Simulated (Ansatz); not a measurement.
Frames from the relaxation of a relaxed AlRh cell, doubled along one cell vector, shaken by Gaussian noise of σ = 0.08 Å a coordinate, as extended XYZ (Å, eV, eV/Å, GPa with compression positive). Calculation: PBEsol (plane waves to 420 eV, PAW, scalar-relativistic; Ansatz, a program for electronic structure). Γ-centred k-mesh 11×6×11 on the run's cell (coarser than for final values), Fermi–Dirac smearing 0.05 eV.

```xyz
4
Lattice="2.9722 0.0000 0.0000 0.0000 5.9443 0.0000 0.0000 0.0000 2.9722" Properties=species:S:1:pos:R:3:forces:R:3 pbc="T T T" step=1 free_energy=-13730.518 pressure=4.3 accepted=T
Al     1.4208     1.3642     1.4086    0.0174    1.7726    1.4137
Al     1.5640     4.4501     1.4318   -0.7216   -0.4780    0.8039
Rh    -0.1106     0.0870     0.0840    0.8151   -1.8079   -1.3621
Rh     0.0264     2.9450     0.0897   -0.1108    0.5133   -0.8554
4
Lattice="2.9673 0.0042 0.0039 0.0084 5.9184 -0.0107 0.0039 -0.0053 2.9606" Properties=species:S:1:pos:R:3:forces:R:3 pbc="T T T" step=2 free_energy=-13730.855 pressure=3.1 accepted=T
Al     1.4572     1.4292     1.4322   -0.0218    0.5063    0.7124
Al     1.5084     4.3973     1.4645   -0.3240    0.2777    0.3910
Rh    -0.0609     0.0052     0.0632    0.3975   -0.3278   -0.6919
Rh     0.0076     2.9747     0.0304   -0.0517   -0.4562   -0.4115
4
Lattice="2.9811 0.0007 0.0009 0.0015 5.9553 -0.0022 0.0009 -0.0011 2.9771" Properties=species:S:1:pos:R:3:forces:R:3 pbc="T T T" step=3 free_energy=-13730.942 pressure=-1.4 accepted=T
Al     1.4730     1.4706     1.4981    0.0028    0.0065    0.0070
Al     1.4749     4.4484     1.4987   -0.0066    0.0032   -0.0059
Rh    -0.0185    -0.0171     0.0108    0.0045   -0.0064   -0.0023
Rh    -0.0170     2.9604     0.0092   -0.0008   -0.0033    0.0012
```

The path has 5 moves and ends in Pm-3m (No. 221) (CsCl type), 0.11 eV/atom below its start. Free energies are of the whole cell and compare only within this code, potentials and settings.  No spin polarisation in the result.

The first start was generated by placing the elements on the sites of a structure type. Materials Project lists a structure of AlRh in the same space group, Pm-3m (No. 221); the sites were not compared with it, nor with measured phases.
